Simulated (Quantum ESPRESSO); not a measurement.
Field gradients of KNa3Cl4 from PBE PAW (JTH datasets; density from pw.x of a modified build of Quantum ESPRESSO, gradients reconstructed from it by a script), 30 Ha, k-mesh 4×4×4 through Γ:

```xyz
8
Lattice="5.9014 0.0000 0.0000 0.0000 5.9014 0.0000 0.0000 0.0000 5.9014" Properties=species:S:1:pos:R:3 pbc="T T T"
K      0.0000     0.0000     0.0000
Cl     2.9507     0.0000     0.0000
Na     0.0000     2.9507     2.9507
Cl     2.9507     2.9507     2.9507
Na     2.9507     0.0000     2.9507
Cl     0.0000     0.0000     2.9507
Na     2.9507     2.9507     0.0000
Cl     0.0000     2.9507     0.0000
```
The cell was made here from a computed Materials Project entry: one of 4 Na replaced by K, cell and atoms relaxed (PBE without dispersion, pw.x of Quantum ESPRESSO, symmetry kept). The parent is NaCl in Fm-3m. The swapped cell is a model, not a known phase. Stability against distortions was not tested.

Vzz is the sum of three terms, each taken along its main axis: the smooth valence density, the ions (nucleus and frozen core) with the augmentation charges of all other spheres, and the all-electron minus smooth density in the atom's own sphere. The split hangs on the datasets.  Cores are frozen. Against all-electron runs on small test molecules, this scheme's |Vzz| missed by −3 to −9 % on Cl.

```tsv
site	smooth valence density	ions and other spheres	own sphere	Vzz (a.u.)
Cl1 (atoms 2, 6, 8)	-0.096	0.071	[?]	[?]
```

### Question
Fill in the missing entries.

### Answer

- Cl1 (atoms 2, 6, 8), own sphere: -0.314
- Cl1 (atoms 2, 6, 8), Vzz (a.u.): -0.339
